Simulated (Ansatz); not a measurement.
MgF2 (rutile)

```yaml
crystal:
  lattice:
    - [4.69838, 0.00000, 0.00000]
    - [0.00000, 4.69838, 0.00000]
    - [0.00000, 0.00000, 3.09284]
  atoms:
    - { symbol: Mg, position: [0.00000, 0.00000, 0.00000] }
    - { symbol: Mg, position: [0.50000, 0.50000, 0.50000] }
    - { symbol: F, position: [0.30358, 0.30358, 0.00000] }
    - { symbol: F, position: [0.80358, 0.19642, 0.50000] }
    - { symbol: F, position: [0.19642, 0.80358, 0.50000] }
    - { symbol: F, position: [0.69642, 0.69642, 0.00000] }
```

The slice is a (010) plane (indices of the conventional cell) through the point (0.804, 0.196, 0.500) (fractional), spanned by u = [001] and v = [100] in vectors of this cell: u (3.09 Å) and v (4.70 Å, at 90° to u). It covers one period; positions are fractions (u, v).

Calculation: PBE (plane waves to 420 eV, PAW, scalar-relativistic; Ansatz, an electronic-structure program). k mesh 7×7×11. Near the nuclei the fields are pseudised (PAW); where an atom keeps semicore shells as valence, they peak there. MgF2 was relaxed with its symmetry unable to fall.

Predict the map of the electrostatic potential energy of an electron, from the cell's mean on the slice.


```
|xxxxxxxx############xxxxxx|
|xxxxxx%%%%%%%%%%%%%%%%xxxx|
|xxxx%%%%@@@@@@@@@@@@%%%%xx|
|####%%@@@@@@@@@@@@@@@@%%##|
|##%%%%%%@@@@@@@@@@@@%%%%%%|
|####%%%%@@@@@@@@@@@@%%%%##|
|####%%%%@@@@@@@@@@@@%%%%##|
|####%%%%%%xxxxxxxx%%%%%%##|
|%%%%%%%%##xxxxxxxx##%%%%%%|
|%%%%%%%%xxxxxxxxxxxx%%%%%%|
|%%%%%%%%##xxxxxxxx##%%%%%%|
|%%%%%%##**xxxxxxxx**##%%%%|
|%%%%%%##++--------++##%%%%|
|%%%%##**==::....::==**##%%|
|%%%%##++::        ::++##%%|
|####**++::        ::++**##|
|xxxx**==::        ::==**xx|
|xxxxxx++--..    ..--++xxxx|
|xxxxxxxx====----====xxxxxx|
|xxxxxxxx****++++****xxxxxx|
```
Scale: ten equal steps from -1.00 (start of ' ') to 7.67 (end of '@'), in the order ' .:-=+*#%@'. Values: electrostatic potential energy of an electron, from the cell's mean, in eV. The map has 13 points along u (two characters each, u = 0 at the left) and 20 along v (v = 0 in the bottom row). Points within 0.8 Å of a nucleus are blanked (x), as the pseudised field means little there. Values under -1 eV are set to -1. The zero, the cell's mean, hangs on the PAW cores.
